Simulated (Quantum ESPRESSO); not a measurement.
One change at a time to In2Ir2Mg2Ru2

Calculated results; nothing here was measured. They come from Quantum ESPRESSO 7.5, a public plane-wave density functional program. Each row is one single-point run on a made-up periodic cell of eight metal atoms, with elements, volume, strain and displacements drawn at random and not relaxed, so a cell may be unstable or far from any real phase. There is no spin polarisation or spin-orbit coupling.

Settings: PBE unless stated; PseudoDojo standard norm-conserving files; Fermi-Dirac width 0.25 eV, which means electrons at about 2900 K; cutoff 1143 eV; 5 x 5 x 4 k mesh shifted half a step off Gamma. E is the free energy of the whole cell (internal energy minus TS), so a -TS column is already part of it. Stress is positive in tension, and the pressure P is minus a third of its trace.

Checks: one run of this series was repeated at a higher cutoff and on a denser mesh, which moved values by no more than 0.003 eV, 0.04 GPa and 0.006 eV/Å, and a second program with other atomic files agreed on it to 2 % rms in force and 0.5 GPa in pressure. Known limits: heavy elements are run without spin-orbit coupling, which real alloys of them have; a spin test at this wide smearing found no moment, but such smearing suppresses magnetism that the real alloy may have.

The lattice is face-centred cubic, and the cell vectors in Å are (-2.034, -4.139, -2.045); (-4.303, 2.127, 2.165); (0.004, 4.253, -4.323), a volume of 151.82 Å³ in run 1. The elements on sites 1 to 8 are Mg Ir Ru In Mg In Ir Ru. Each later run makes one change to run 1 and keeps the rest. E is counted from run 1, and is n/a where other atomic files have another zero of energy.

```
run,change,V (Å³),P (GPa),-TS (eV),rms force (eV/Å),largest change of a force component (eV/Å),E (eV)
1,none,151.82,-12.82,-1.767,0.604,0.000,0.000
2,sites 4 and 7 exchanged,151.82,-13.18,-1.722,0.390,1.069,-0.297
3,all lengths scaled by -1.98 %,142.97,-7.63,-1.645,0.686,0.247,?
4,LDA in place of PBE,151.82,-20.51,-1.775,0.584,0.218,n/a
5,Sc on site 4,151.82,-13.16,-1.818,0.611,0.458,n/a
6,site 6 moved by -0.17 Å along z,151.82,-13.14,-1.771,0.554,0.875,-0.076
```

## Worked estimate

Along a uniform scaling dE = -P dV. The mean of the two pressures is -10.225 GPa and the volume changes by -8.85 Å³, with 160.2 GPa to one eV/Å³. The same two rows give -V dP/dV = 86 GPa for this cell with clamped atoms, which is not the bulk modulus of a real alloy.

## Withheld value

Question: what E should run 3 give?

The estimate is -0.565 eV. The calculation gave -0.572 eV. The mean of two end points misses the curvature of P, and the finite cutoff adds a little.
